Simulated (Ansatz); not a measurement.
Data:

YPt3:
```cif
data_Pt6Y2
_chemical_formula_sum 'Pt6 Y2'
_space_group_name_H-M_alt 'I4/mmm'
_space_group_IT_number 139
_space_group_name_Hall '-I 4 2'
_cell_length_a 4.10582
_cell_length_b 4.10582
_cell_length_c 8.47023
_cell_angle_alpha 90.000
_cell_angle_beta 90.000
_cell_angle_gamma 90.000
loop_
_atom_site_label
_atom_site_type_symbol
_atom_site_symmetry_multiplicity
_atom_site_Wyckoff_symbol
_atom_site_fract_x
_atom_site_fract_y
_atom_site_fract_z
_atom_site_occupancy
Pt1 Pt 2 b 0.00000 0.00000 0.50000 1
Pt2 Pt 4 d 0.00000 0.50000 0.25000 1
Y1 Y 2 a 0.00000 0.00000 0.00000 1
```
(The calculation used a cell of 4 atoms; values per cell refer to that cell.)

This is the PBE-relaxed structure.

**Question.** All from the program Ansatz at the PBE level (PAW), unless another level is named. Estimate the density of states at the Fermi level.

**Answer.** 1.2 states/eV per atom (mean over ±0.08 eV).

**Question.** Give the formation energy from the elements (no fitted shifts).

**Answer.** -0.85 eV/atom.

A made-up cell: these elements were put on the sites of a structure type; neither database checked (COD, Materials Project) lists it. COD files the formula under space group No. 221. Whether it is the stable phase at ambient conditions was not checked. The PBE relaxation kept the symmetry of its start; whether a distortion lowers the energy is not shown. No spin polarisation was allowed. The references are the lowest solids computed at this level, not always the standard phases. Scalar-relativistic: spin–orbit coupling is off unless named, which matters more the heavier the elements.

Potentials: the earlier of the program's two PAW sets.
